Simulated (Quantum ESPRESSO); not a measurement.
```
CELL_PARAMETERS angstrom
      5.06931     0.00000     0.00000
      0.00000     5.06931     0.00000
      0.00000     0.00000     7.23203
ATOMIC_POSITIONS crystal
  C  0.98879 0.01121 0.75000
  C  0.48879 0.48879 0.00000
  C  0.01121 0.98879 0.25000
  C  0.51121 0.51121 0.50000
  O  0.67499 0.34761 0.49267
  O  0.15239 0.17499 0.74267
  O  0.32501 0.65239 0.99267
  O  0.84761 0.82501 0.24267
  O  0.17499 0.15239 0.25733
  O  0.65239 0.32501 0.00733
  O  0.82501 0.84761 0.75733
  O  0.34761 0.67499 0.50733
```

The geometry is that of Materials Project entry mp-1102227, symmetrised and not relaxed again.

Problem. What does norm-conserving PBEsol (Quantum ESPRESSO, 84 Ry, without SOC) give for the electronic structure near the Fermi level?

Solution. The PBEsol gap is direct, 6.43 eV at Γ. 

The structure is a Materials Project entry; no match was found in the copy of COD used, and its stability was not checked.

The distance between layers or molecules is the database entry's, not relaxed here. Functionals without dispersion can leave it too large, which widens gaps and weakens the response across layers: the numbers belong to this cell.
